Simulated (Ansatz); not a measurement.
ZnSe (zinc blende)

```
ZnSe
1.0
    0.00000     2.81686     2.81686
    2.81686     0.00000     2.81686
    2.81686     2.81686     0.00000
Se Zn
1 1
Direct
  0.75000   0.75000   0.75000
  0.00000   0.00000   0.00000
```

The slice is a {100} plane (indices of the conventional cell) through the point (0.750, 0.750, 0.750) (fractional), spanned by u = [100] and v = [0 1 -1] in vectors of this cell: u (3.98 Å) and v (3.98 Å, at 90° to u). It covers one period; positions are fractions (u, v).

The numbers are results of PBEsol (plane waves to 420 eV, PAW, scalar-relativistic; Ansatz, a program for electronic structure), not measurements. k mesh 10×10×10. These are valence fields of a PAW run, semicore shells included where kept as valence: close to a nucleus they are smooth pseudo fields. The PAW data are Ansatz's earlier set. ZnSe was relaxed with its symmetry unable to fall.

Sketch the electron localisation function (ELF) on this plane as a map.


```
|xxxxxx77999999997755332211223355779999999977xxxx|
|xxxxxx88999999887744222211222244778899999988xxxx|
|xx7788999999998866442211111122446688999999998877|
|999999999999997755332211111122335577999999999999|
|999999999999886644221111111111224466889999999999|
|999999999988775533221100000011223355778899999999|
|999988887766553322110000000000112233556677888899|
|777777665544332211000000000000001122334455667777|
|555544443322221100000000000000000011222233444455|
|333322222211110000000000000000000000111122222233|
|222222111111000000000000000000000000001111112222|
|111111111111000000000000000000000000001111111111|
|222222111111000000000000000000000000001111112222|
|333322222211110000000000000000000000111122222233|
|555544443322221100000000000000000011222233444455|
|777777665544332211000000000000001122334455667777|
|999988887766553322110000000000112233556677888899|
|999999999988775533221100000011223355778899999999|
|999999999999886644221111111111224466889999999999|
|999999999999997755332211111122335577999999999999|
|xx7788999999998866442211111122446688999999998877|
|xxxxxx88999999887744222211222244778899999988xxxx|
|xxxxxx77999999997755332211223355779999999977xxxx|
|xxxxxxxx9999999977553322112233557799999999xxxxxx|
```
Scale: ten equal steps from 0.01 (start of '0') to 0.78 (end of '9'), in the order '0123456789'. Values: electron localisation function (ELF). The map has 24 points along u (two characters each, u = 0 at the left) and 24 along v (v = 0 in the bottom row). Points within 0.5 Å of a nucleus are blanked (x), as the pseudised field means little there.
